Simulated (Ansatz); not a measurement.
Computed with Ansatz, DFT PBE, scalar-relativistic, plane waves, PAW. Cutoff 420 eV, Γ-centred meshes of about 0.25 Å⁻¹ or finer for metals and 0.3 Å⁻¹ for insulators (2π included), Gaussian smearing. No spin polarisation.

Temperature and zero-point effects are left out.

Two forms of Sn₂Pb were relaxed alike.

A.

```xyz
3
Lattice="5.7349 0.0000 0.0000 -2.8675 4.9666 0.0000 0.0000 0.0000 3.1503" Properties=species:S:1:pos:R:3 pbc="T T T"
Sn    0.0000    3.3111    0.0000
Sn    2.8675    1.6555    0.0000
Pb    0.0000    0.0000    0.0000
```

B.

```xyz
6
Lattice="4.6288 0.0000 0.0000 0.0000 4.6288 0.0000 0.0000 0.0000 8.5521" Properties=species:S:1:pos:R:3 pbc="T T T"
Sn    0.0000    2.3144    2.3462
Sn    2.3144    0.0000    6.2059
Sn    2.3144    2.3144    0.0000
Sn    0.0000    0.0000    0.0000
Pb    0.0000    2.3144    5.5771
Pb    2.3144    0.0000    2.9750
```

Question: Which form is favoured at zero pressure, and by what margin per atom?

Answer: A is lower, by 26 meV/atom. A has space group P6/mmm (No. 191), 29.9 Å³/atom and no gap on its mesh; B has the Cu2Sb type, space group P4/nmm (No. 129), 30.5 Å³/atom and no gap. Counting all near atoms (those within 1.25 times the shortest distance at each site; a plus sign parts nearer from farther groups; a slash parts the counts of unlike sites), A has Sn 8, Pb 8 and B has Sn 9/8+4, Pb 5+4. Even the lower one lies +0.06 eV/atom against the reference forms of the elements (uncorrected), so neither is stable at this level. In A, Sn has 5 Sn at 3.15–3.31 Å and 3 Pb at 3.31 Å; Pb has 2 Pb at 3.15 Å and 6 Sn at 3.31 Å. In B, Sn on a site of symmetry 4mm has 5 Pb at 3.23–3.33 Å and 4 Sn at 3.30 Å; around Sn on a site of symmetry -4m2 lie 8 Sn at 3.27–3.30 Å and 4 Pb at 3.77 Å; Pb has 5 Sn at 3.23–3.33 Å and 4 Sn at 3.77 Å. Both come from trial cells of a structure search, whose lowest cell (P6/mmm, 29.1 Å³/atom) lies 26 meV/atom below the lower of the two.

For metals, differences of a few meV/atom aren't resolved. These runs have no spin–orbit coupling, which can matter for Pb. With atoms moved at random, A ended within 5 meV/atom of its own energy, in a cell of lower symmetry. Other cells relaxed within their symmetry can be saddle points. Some candidate types were left out of the draw beforehand, so a known form may be missing.
